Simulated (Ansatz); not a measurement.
Ti$_{3}$Al:
```yaml
crystal:
  lattice:
    - [5.61646, 0.00000, 0.00000]
    - [-2.80823, 4.86399, 0.00000]
    - [0.00000, 0.00000, 4.56568]
  atoms:
    - { symbol: Al, position: [0.33333, 0.66667, 0.25000] }
    - { symbol: Al, position: [0.66667, 0.33333, 0.75000] }
    - { symbol: Ti, position: [0.83033, 0.66065, 0.25000] }
    - { symbol: Ti, position: [0.16967, 0.83033, 0.75000] }
    - { symbol: Ti, position: [0.33935, 0.16967, 0.25000] }
    - { symbol: Ti, position: [0.16967, 0.33935, 0.75000] }
    - { symbol: Ti, position: [0.83033, 0.16967, 0.25000] }
    - { symbol: Ti, position: [0.66065, 0.83033, 0.75000] }
```

Relaxed with LDA.

Q: Which orbitals make up the states near the Fermi level in LDA (plane waves, PAW; program Ansatz)?

A: Within 0.5 eV of the Fermi level: Ti 3d 87 %, Al 3p 6 %. Projections are on Löwdin-orthogonalised atomic valence shells; empty p or d shells of many metals are not among them.

Q: Tabulate the density of states.

A: States/eV per cell of 8 atoms, in 0.25 eV bins, energy from the Fermi level.

```csv
E (eV),total,Ti 3d,Al 3p,Ti 4s
-7.85,0.01,0.00,0.00,0.01
-7.60,0.30,0.00,0.00,0.18
-7.35,0.52,0.01,0.01,0.30
-7.10,0.70,0.02,0.03,0.39
-6.85,0.89,0.03,0.04,0.47
-6.60,1.19,0.06,0.07,0.59
-6.35,1.40,0.09,0.09,0.64
-6.10,1.21,0.12,0.08,0.48
-5.85,1.60,0.21,0.12,0.53
-5.60,2.42,0.42,0.17,0.63
-5.35,4.31,1.09,0.19,0.64
-5.10,1.46,0.60,0.05,0.09
-4.85,0.00,0.00,0.00,0.00
-4.60,0.00,0.00,0.00,0.00
-4.35,0.21,0.02,0.06,0.10
-4.10,0.49,0.06,0.14,0.21
-3.85,2.20,0.43,0.68,0.76
-3.60,3.51,0.88,1.08,1.03
-3.35,3.12,1.11,0.86,0.73
-3.10,4.36,1.64,1.39,0.87
-2.85,3.09,1.24,0.97,0.59
-2.60,2.90,1.31,0.86,0.49
-2.35,4.36,2.41,1.07,0.63
-2.10,6.29,3.61,1.40,1.01
-1.85,9.08,5.98,1.81,1.05
-1.60,10.85,7.87,1.77,0.87
-1.35,8.26,5.92,1.71,0.37
-1.10,6.26,4.48,1.29,0.28
-0.85,7.40,5.99,0.74,0.37
-0.60,8.94,7.63,0.54,0.41
-0.35,13.50,11.75,0.74,0.39
-0.10,9.76,8.54,0.49,0.22
0.15,2.94,2.42,0.25,0.07
0.40,8.93,7.68,0.66,0.16
0.65,13.15,11.37,1.00,0.19
0.90,13.87,12.28,0.89,0.14
1.15,4.59,4.24,0.18,0.06
1.40,10.38,9.52,0.21,0.30
1.65,7.78,7.09,0.14,0.17
1.90,7.79,7.11,0.12,0.14
2.15,12.43,11.33,0.25,0.26
2.40,12.61,11.19,0.22,0.35
2.65,11.34,10.39,0.15,0.26
```

Space group P6_3/mmc. The LDA relaxation kept the symmetry of its start. No spin polarisation was allowed.

Potentials: the later of the program's two PAW sets.
